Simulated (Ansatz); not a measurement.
Input file for Ansatz (an electronic-structure program):

Ansatz 0.2 input:
```yaml
crystal:
  lattice:
    - [0.0, 2.1071043976, 2.1071043976]
    - [2.1071043976, 0.0, 2.1071043976]
    - [2.1071043976, 2.1071043976, 0.0]
  atoms:
    - { symbol: Mg, position: [0.5, 0.5, 0.5] }
    - { symbol: O, position: [0.0, 0.0, 0.0] }
kpoints:
  mp_grid: { grid: [10, 10, 10] }
hamiltonian:
  xc: pbesol
  pseudopotentials: { kind: paw }
scf:
  occupations: { method: fixed }
phonons:
  method: dfpt
  response_accuracy: low
  qmesh: [5, 5, 5]
  interpolated_qmesh: [22, 22, 22]
  dielectric: true
  rigid_motions: translations
  temperatures: { t_max: 1000, t_step: 50 }
  qpath:
    path:
      - [[0.0, 0.0, 0.0], [0.5, 0.0, 0.5], [0.625, 0.25, 0.625]]  # Γ-X-U
      - [[0.375, 0.375, 0.75], [0.0, 0.0, 0.0], [0.5, 0.5, 0.5], [0.5, 0.25, 0.75], [0.5, 0.0, 0.5]]  # K-Γ-L-W-X
    npoints: 13
```

Output (shortened):

```
Pseudopotential: Mg, paw, valence charge 10
Pseudopotential: O, paw, valence charge 6
Functional definition: PBEsol
Crystal: 2 atoms, lattice volume = 18.711 Å³
Basis set: ecut = 420 eV, 339 PW (Γ), exchange–correlation on 40×40×40 points (8 copies of the dense FFT grid, shifted against one another)
Bands: 12, of which v1, the nominal top of the filled ones, is band 8 counted from 1 (7 counted from 0)
Symmetry: 48 space group operations
k-points: 102 of 1000 (irreducible under 8 space group operations, time reversal used)
SCF iter   1: F=—  HF=-2475.881020 eV  |F-HF|=—  |Δ(HF+E_count)|=         —  Δρ=1.46e-2  dr2=3.15e-2  ethr=1.77e-3  ⟨swp⟩=4.7  Hψ=6369  notcnv=0  defer=183
preconditioner: auto → none
SCF iter   2: F=—  HF=-2475.873263 eV  |F-HF|=—  |Δ(HF+E_count)|=   7.76e-3  Δρ=6.91e-3  dr2=5.83e-3  ethr=1.97e-4  ⟨swp⟩=2.1  Hψ=2522  notcnv=0  defer=202
SCF iter   3: F=—  HF=-2475.871420 eV  |F-HF|=—  |Δ(HF+E_count)|=   1.84e-3  Δρ=8.54e-4  dr2=7.08e-5  ethr=3.65e-5  ⟨swp⟩=2.0  Hψ=1738  notcnv=0  defer=202
SCF iter   4: F=—  HF=-2475.871401 eV  |F-HF|=—  |Δ(HF+E_count)|=   1.91e-5  Δρ=1.42e-4  dr2=1.59e-6  ethr=4.43e-7  ⟨swp⟩=2.0  Hψ=1686  notcnv=0  defer=141
SCF iter   5: F=—  HF=-2475.871402 eV  |F-HF|=—  |Δ(HF+E_count)|=   1.87e-6  Δρ=1.81e-5  dr2=2.30e-8  ethr=9.96e-9  ⟨swp⟩=2.4  Hψ=1771  notcnv=0
SCF iter   6: F=—  HF=-2475.871402 eV  |F-HF|=—  |Δ(HF+E_count)|=   1.70e-8  Δρ=2.50e-6  dr2=2.96e-10  ethr=1.43e-10  ⟨swp⟩=2.1  Hψ=1692  notcnv=0
SCF iter   7: F=-2475.871402 eV  HF=-2475.871402 eV  |F-HF|=9.55e-12  |Δ(HF+E_count)|=  4.41e-10  Δρ=3.14e-7  dr2=8.17e-12  ethr=1.00e-12  ⟨swp⟩=7.9  Hψ=6602  notcnv=0
SCF 1 converged in 7 iterations: F = -2475.871402 eV  dr2 = 8.17e-12
NSCF: frozen V_eff on 2 k-points
DFPT response loops at Γ: preconditioner auto → none (the input reference at scf.mixing.eps_inf says where Resta's filter doesn't serve); β = 0.50 …
NSCF: frozen V_eff on 47 k-points
NSCF: frozen V_eff on 1100 k-points
DFPT response loops at q = (0, 0, 0.2) (fractional): mixed as the last ones told, above
NSCF: frozen V_eff on 1100 k-points
DFPT response loops at q = (0, 0, 0.4) (fractional): mixed as the last ones told, above
NSCF: frozen V_eff on 610 k-points
DFPT response loops at q = (0, 0.2, 0.2) (fractional): mixed as the last ones told, above
NSCF: frozen V_eff on 2000 k-points
DFPT response loops at q = (0, 0.2, 0.4) (fractional): mixed as the last ones told, above
NSCF: frozen V_eff on 2000 k-points
DFPT response loops at q = (0, 0.2, -0.4) (fractional): mixed as the last ones told, above
NSCF: frozen V_eff on 1100 k-points
DFPT response loops at q = (0, 0.2, -0.19999999999999996) (fractional): mixed as the last ones told, above
NSCF: frozen V_eff on 610 k-points
DFPT response loops at q = (0, 0.4, 0.4) (fractional): mixed as the last ones told, above
NSCF: frozen V_eff on 1100 k-points
DFPT response loops at q = (0, 0.4, -0.4) (fractional): mixed as the last ones told, above
NSCF: frozen V_eff on 1100 k-points
DFPT response loops at q = (0.2, 0.4, -0.4) (fractional): mixed as the last ones told, above
SCF converged after 7 iterations
Free energy (F): -2475.871402 eV
Harris-Foulkes:  -2475.871402 eV  (|F-HF|=9.55e-12)
Internal energy: -2475.871402 eV  (E = F + TS)
E sigma→0 (E₀):  -2475.871402 eV
Fermi energy:    7.994635 eV
--- Per-component energies (eV) ---
  E_band       = -292.432548
  E_kinetic    = 254.940158
  E_local      = -1601.938419  (includes V_loc(G=0)·N_el)
  E_nonlocal   = 143.745086
  E_hartree    = 552.984298
  E_xc         = -103.899600
  E_vxc        = -133.875905  (∫ρ·V_xc dr)
  E_paw        = -433.089728  (= ΣΔE_a)
  E_vpaw       = -61.274670  (= ΣTr[D̂ρ^β])
  E_aug_tail   = 0.002515  (compensation charges beyond the density's cutoff)
  E_ewald      = -1288.709865
  E_core_change = 0.094150  (= ΣΔE_core)
  E_smearing   =  0.000000  (= −TS)
  E_closure    =  0.000000  (closes the sum)
  Σ components = -2475.871402   (vs F -2475.871402, Δ=0.00e0)
  [band-id]    e_kinetic+e_local+e_nonlocal+2·e_hartree+e_vxc+e_vpaw+e_augmentation_tail = -292.432637   (vs E_band -292.432548, Δ=-8.88e-5)
--- Band table (eV; the first three rows and the last of 102) ---
  k-point 0: bands = ["-63.8642", "-30.7789", "-30.7789", "-30.7789", "-9.1920", "7.9946", "7.9946", "7.9946", "12.6139", "23.6608", "23.6608", "23.6608"]
  k-point 1: bands = ["-63.8634", "-30.7875", "-30.7797", "-30.7797", "-9.0811", "7.3323", "7.9267", "7.9267", "13.2481", "22.3832", "23.8988", "23.8988"]
  k-point 2: bands = ["-63.8612", "-30.8099", "-30.7820", "-30.7820", "-8.7764", "5.9982", "7.7545", "7.7545", "14.4418", "20.8655", "24.3793", "24.3793"]
  k-point 101: bands = ["-63.8524", "-30.8384", "-30.8242", "-30.8104", "-7.5641", "4.6332", "5.4454", "6.2465", "18.8464", "19.7262", "20.0342", "23.7848"]
--- Phonons (Γ-DFPT): 2 representative perturbations + reference, on 102 of 1000 k-points (Σ response iterations 5) ---
  ASR residual: 2.065e-4 → 0.000e0 eV/Å²; symmetrization residual: 1.212e-5 eV/Å²
  ASR residual per site (eV/Å²): 2.07e-4 1.64e-4
  Γ frequencies (cm⁻¹): 0.00 0.00 0.00 387.51 387.51 387.51
  ε∞ (high-frequency dielectric tensor):
        3.245332     0.000000     0.000000
        0.000000     3.245332     0.000000
        0.000000     0.000000     3.245332
  ε⁰ (static dielectric tensor: ions relaxed, cell fixed):
       10.364105     0.000000     0.000000
        0.000000    10.364105     0.000000
        0.000000     0.000000    10.364105
  ε⁰ − ε∞ (ionic part):
        7.118773     0.000000     0.000000
        0.000000     7.118773     0.000000
        0.000000     0.000000     7.118773
  softest optical mode at Γ: 387.51 cm⁻¹; the repairs (sum rule, projections) moved no ω² at Γ by more than (2.01 cm⁻¹)²
  Born effective charges Z* (e; rows j = field, columns β = displacement):
    site 0:
         1.98032    0.00000    0.00000
         0.00000    1.98032    0.00000
         0.00000    0.00000    1.98032
    site 1:
        -1.98032    0.00000    0.00000
         0.00000   -1.98032    0.00000
         0.00000    0.00000   -1.98032
  Z* charge neutrality: 2.092e-6 e pre-enforcement
  k-mesh period / interband length: 29.8 Å / 1.44 Å = 20.64 at k = (0.0000, 0.0000, 0.0000), direct gap 4.619 eV — 14 or more, which is no proof of convergence
  optical modes at Γ without the LO–TO term, one row a degenerate level:
      ω (cm⁻¹)  modes    IR ((D/Å)²/amu)
        387.51      3            28.1329
  optical modes at Γ + LO–TO along q̂ = [1.0000, 0.0000, 0.0000]:
      ω (cm⁻¹)  modes    IR ((D/Å)²/amu)
        387.51      2            18.7552
        692.49      1             9.3776
  optical modes at Γ + LO–TO along q̂ = [0.0000, 1.0000, 0.0000]:
      ω (cm⁻¹)  modes    IR ((D/Å)²/amu)
        387.51      2            18.7552
        692.49      1             9.3776
  optical modes at Γ + LO–TO along q̂ = [0.0000, 0.0000, 1.0000]:
      ω (cm⁻¹)  modes    IR ((D/Å)²/amu)
        387.51      2            18.7552
        692.49      1             9.3776
  non-analytic LO–TO correction: the dipole-dipole term of the run's Born effective charges and high-frequency dielectric tensor (where they are solved with …
--- Phonons (arbitrary-q DFPT): 10 irreducible q on the 5×5×5 mesh ---
  q = [0.0000, 0.0000, 0.0000] (star 1, of the zone-centre solve; hermiticity 4.55e-6, symmetrization 4.65e-14): 0.00 0.00 0.00 387.51 387.51 387.51
  q = [0.0000, 0.0000, 0.2000] (star 8, 2 solved perturbations on 550 of 1000 k-point pairs; hermiticity 2.18e-6, symmetrization 6.41e-8): 147.74 147.74 261.34 382.14 382.14 672.10
  q = [0.0000, 0.0000, 0.4000] (star 8, 2 solved perturbations on 550 of 1000 k-point pairs; hermiticity 2.11e-6, symmetrization 4.00e-7): 252.46 252.46 361.06 361.06 470.03 604.45
  q = [0.0000, 0.2000, 0.2000] (star 6, 4 solved perturbations in 970 linear systems a pass and spin channel, the states on 305 of 1000 k-point pairs; hermiticity 1.68e-6, symmetrization 3.29e-7): 180.61 180.61 266.88 403.84 403.84 633.57
  q = [0.0000, 0.2000, 0.4000] (star 24, 4 solved perturbations in 3100 linear systems a pass and spin channel, the states on 1000 of 1000 k-point pairs; hermiticity 2.27e-6, symmetrization 3.56e-8): 250.02 275.90 396.70 402.03 411.47 583.55
  q = [0.0000, 0.2000, -0.4000] (star 24, 4 solved perturbations in 3100 linear systems a pass and spin channel, the states on 1000 of 1000 k-point pairs; hermiticity 4.14e-6, symmetrization 6.68e-7): 280.02 320.72 370.70 426.19 477.96 537.97
  q = [0.0000, 0.2000, -0.2000] (star 12, 4 solved perturbations in 1710 linear systems a pass and spin channel, the states on 550 of 1000 k-point pairs; hermiticity 3.42e-6, symmetrization 2.52e-8): 222.40 264.69 359.43 363.72 426.07 616.66
  q = [0.0000, 0.4000, 0.4000] (star 6, 4 solved perturbations in 970 linear systems a pass and spin channel, the states on 305 of 1000 k-point pairs; hermiticity 2.83e-6, symmetrization 1.18e-7): 273.49 273.49 409.21 431.64 431.64 540.98
  q = [0.0000, 0.4000, -0.4000] (star 12, 4 solved perturbations in 1710 linear systems a pass and spin channel, the states on 550 of 1000 k-point pairs; hermiticity 3.58e-6, symmetrization 8.54e-7): 286.62 352.61 399.87 417.24 467.15 517.52
  q = [0.2000, 0.4000, -0.4000] (star 24, 6 solved perturbations on 550 of 1000 k-point pairs; hermiticity 3.59e-6, symmetrization 4.66e-7): 306.90 339.47 401.47 417.76 464.53 518.91
  sum rule: each row above includes the acoustic sum rule's correction from the zone centre's row sums; it moved no ω² by more than (1.67 cm⁻¹)²
  mesh force constants: q→R imaginary residual 0.00e0; ASR residual 2.065e-4 → 0.000e0 eV/Å²; symmetrization residual 7.105e-15 eV/Å²
  interpolated dispersion: 81 rows × 6 modes
  density of states and harmonic sums: on the 22×22×22 q-mesh, interpolated from the force constants of a 5×5×5 supercell (with the dipole–dipole term)
  largest difference from the sums on the solved wave vectors: F 4.53e-3 eV, S 6.61e-6 and C_V 2.01e-6 eV/K
  zero-point energy: 0.144449 eV/cell   skipped modes (ω ≤ 0): 3   left out of the sums: 4.70e-5 of the cell's modes …
```

Cost: very roughly 2.7 core-minutes on shared cores.

Space group Fm-3m (rock salt). Symmetry was held in the PBEsol relaxation.

Potentials: the later of the program's two PAW sets.

Ansatz is a plane-wave DFT program.
